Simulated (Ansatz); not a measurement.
Relaxed candidate structures of WS$_{2}$:

A. P-6m2 (No. 187), hP9; a = b = 3.169 Å, c = 19.320 Å, α = β = 90.00°, γ = 120.00°; W 1a (0.000, 0.000, 0.000); W 2h (0.333, 0.667, 0.323); S 2h (0.333, 0.667, 0.081); S 2g (0.000, 0.000, 0.242); S 2g (0.000, 0.000, 0.404)

B. P-6m2 (No. 187), hP3; a = 3.1682 Å, b = 3.1682 Å, c = 6.8328 Å, α = 90.00°, β = 90.00°, γ = 120.00°; S 2h (0.333, 0.667, 0.271); W 1b (0.000, 0.000, 0.500)

C. P-6m2 (No. 187), hP6; a = b = 3.172 Å, c = 12.481 Å, α = β = 90.00°, γ = 120.00°; S 2h (0.333, 0.667, 0.375); W 1b (0.000, 0.000, 0.500); S 2i (0.667, 0.333, 0.125); W 1c (0.333, 0.667, 0.000)

**Question.** Rank these by energy per atom (lowest first), as r2SCAN+rVV10 (plane waves to 500 eV, PAW, scalar-relativistic; Ansatz, a program for electronic structure) gives it.

**Answer.** C (reference), A (+7 meV/atom), B (+23 meV/atom)

**Question.** Give each candidate's band gap.

**Answer.** No candidate is metallic. A: 1.23 eV (no spin-orbit coupling); B: 1.49 eV (no spin-orbit coupling); C: 1.16 eV (no spin-orbit coupling).

The lowest structure calculated, P6₃/mmc, hP6, is not among these; it lies under 0.01 eV/atom below the lowest of them. Each run could gain symmetry but not lose that of its start, so entries can be saddle points. All of these are generated cells (placed on structure types, drawn at random, substituted or restacked) that were not matched to a known phase here. Static energies at zero pressure. The runs use different k-meshes, so differences are rounded accordingly. No spin polarisation in the result. Spin-orbit coupling is missing; with elements this heavy it can move band edges by tenths of an eV or more. Gaps of cells over 8 atoms come from the SCF mesh and high-symmetry points alone.
